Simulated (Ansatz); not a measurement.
LaLuO$_{3}$:
```
LaLuO3
1.0
    4.15307     0.00000     0.00000
    0.00000     4.15307     0.00000
    0.00000     0.00000     4.15307
La Lu O
1 1 3
Direct
  0.00000   0.00000   0.00000
  0.50000   0.50000   0.50000
  0.00000   0.50000   0.50000
  0.50000   0.50000   0.00000
  0.50000   0.00000   0.50000
```

Relaxed with LDA. Special points in fractions of this cell's reciprocal vectors: Γ (0.000, 0.000, 0.000); X (0.000, 0.500, 0.000); M (0.500, 0.500, 0.000); R (0.500, 0.500, 0.500).

Q: List the band energies nearest the valence-band maximum at these points for LDA in the plane-wave PAW code Ansatz.

A: In eV from the valence-band maximum; about four levels below and three above (degenerate sets whole), none deeper than 8.9 eV; points with the same levels are listed once.

```tsv
k	below	above
Γ	-1.12 -1.12 -1.12 0.00 0.00 0.00	1.37 1.37 1.69
X	-1.27 -1.23 -0.15 -0.15	1.51 1.53 1.68
M	-1.48 -1.15 -1.15 -0.48	1.56 1.56 1.72 1.72
R	-1.50 -1.50 -1.50 -1.45 -1.45 -1.45	1.60 1.60 1.60
```

Space group Pm-3m (cubic perovskite). A made-up cell: these elements were put on the sites of a structure type; neither database checked (COD, Materials Project) lists it. Whether it is the stable phase at ambient conditions was not checked. The cell was relaxed with LDA under the symmetry of its start. At this level the phase is dynamically unstable (imaginary phonons). Scalar-relativistic: spin–orbit coupling is off unless named, which matters more the heavier the elements.

Potentials: the earlier of the program's two PAW sets. The files were generated under PBE; for other functionals the program regenerates the frozen cores, and for LDA and PBEsol the local potential too.
